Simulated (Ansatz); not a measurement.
Input:

Si:
```
CELL_PARAMETERS angstrom
     -3.19551     3.19551     3.19551
      3.19551    -3.19551     3.19551
      3.19551     3.19551    -3.19551
ATOMIC_POSITIONS crystal
  Si 0.25000 0.25000 0.25000
  Si 0.50000 0.00000 0.25000
  Si 0.00000 0.25000 0.50000
  Si 0.25000 0.50000 0.00000
```

This is the PBEsol-relaxed structure.

Q: All from the program Ansatz at the PBEsol level (PAW), unless another level is named. Predict the electronic character.

A: metallic (no gap).

Q: Next, the density of states at the Fermi level?

A: 0.82 states/eV per atom (mean over ±0.08 eV).

Space group I4_132. The start of the workflow was typed in or built on a structure type; neither database checked (COD, Materials Project) lists it. It is not the phase usual at ambient conditions (space group No. 227). The cell was relaxed with PBEsol under the symmetry of its start. At this level the phase is dynamically unstable (imaginary phonons).

Potentials: the later of the program's two PAW sets.
